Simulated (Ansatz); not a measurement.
Starting cell, HfO₂ (tetragonal-ZrO2 type, space group P4_2/nmc):

```xyz
12
Lattice="7.2096 0.0000 0.0000 3.6048 3.6048 0.0000 0.0000 0.0000 5.2650" Properties=species:S:1:pos:R:3 pbc="T T T"
Hf     0.0000     0.0000     0.0000
Hf     3.6048     0.0000     0.0000
Hf     1.8024     1.8024     2.6325
Hf     5.4072     1.8024     2.6325
O      7.2096     1.8024     1.0174
O      3.6048     1.8024     1.0174
O      7.2096     1.8024     3.6499
O      3.6048     1.8024     3.6499
O      1.8024     0.0000     1.6151
O      5.4072     0.0000     1.6151
O      1.8024     0.0000     4.2476
O      5.4072     0.0000     4.2476
```

The atoms are displaced by Q × the pattern below (from a DFPT mode at M = (0.5, 0.5, 0.0), largest move 1; Q in Å), at fixed cell. It is one choice among 2 degenerate patterns. (q is in reciprocal vectors of the primitive cell; the cell shown is doubled to hold the pattern.)

| atom | x | y | z |
|---|---|---|---|
| O5 | 0.912 | -0.411 | 0.000 |
| O6 | -0.912 | 0.411 | 0.000 |
| O7 | -0.437 | 0.857 | 0.000 |
| O8 | 0.437 | -0.857 | 0.000 |
| O9 | 0.857 | -0.437 | 0.000 |
| O10 | -0.857 | 0.437 | 0.000 |
| O11 | -0.411 | 0.912 | 0.000 |
| O12 | 0.411 | -0.912 | 0.000 |

Atoms not listed stay in place.

Level of theory: PBE (plane waves to 420 eV, PAW, scalar-relativistic; Ansatz, a first-principles code). k mesh 9×9×6 (Γ-centred), Fermi-Dirac smearing 0.05 eV. HfO2 is run without spin polarisation. HfO2 was relaxed with its symmetry unable to fall. Spin-orbit coupling is left out, though Hf is heavy. The PAW data are Ansatz's earlier set. This is a high-temperature form of HfO2. 

| Q (Å) | −dE/dQ from forces (eV/Å) |
|---|---|
| -0.180 | 3.055 |
| -0.150 | 2.428 |
| -0.120 | 1.862 |
| -0.090 | 1.349 |
| -0.060 | 0.876 |
| -0.030 | 0.431 |
| 0.000 | 0.000 |
| 0.030 | -0.431 |
| 0.060 | -0.876 |
| 0.090 | -1.349 |
| 0.120 | -1.862 |
| 0.150 | -2.428 |
| 0.180 | -3.055 |

Q: What harmonic wavenumber does the curvature at Q = 0 give?

A: 178 cm⁻¹. E″ = 14.29 eV/Å², M = Σ mᵢ|uᵢ|² = 123.2 u, ν̃ = 521.5·√(|E″|/M).

(For displaced atoms, the force is minus the slope of the energy, and its curvature is a force constant, which sets phonon frequencies.)
